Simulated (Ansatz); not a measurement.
Level of theory: DFT, LDA (PW92), plane waves (420 eV) with PAW, scalar-relativistic in Ansatz 0.2.0. (PAW data from PBE, frozen cores regenerated.)

An element in the dhcp structure gives this curve. The cell is scaled uniformly from the relaxed one, with fractional coordinates and shape fixed. Energies are extrapolated to zero smearing, pressures are those at the given smearing. Magnetic state: spin not included.

```
V (Å³/atom)  E − E₀ (meV/atom)  P (GPa)
     56.885               14.4     0.70
     59.470                5.7     0.41
     62.056                1.2     0.18
     64.642                0.0    -0.01
     67.227                1.7    -0.17
     69.813                5.7    -0.30
     72.399               11.7    -0.41
```

Problem. Which element is it?
A. lanthanum
B. calcium
C. strontium
D. potassium

Solution. D. Its fit is V₀ = 64.31 Å³/atom, B₀ = 4.4 GPa, B₀′ = 3.8.
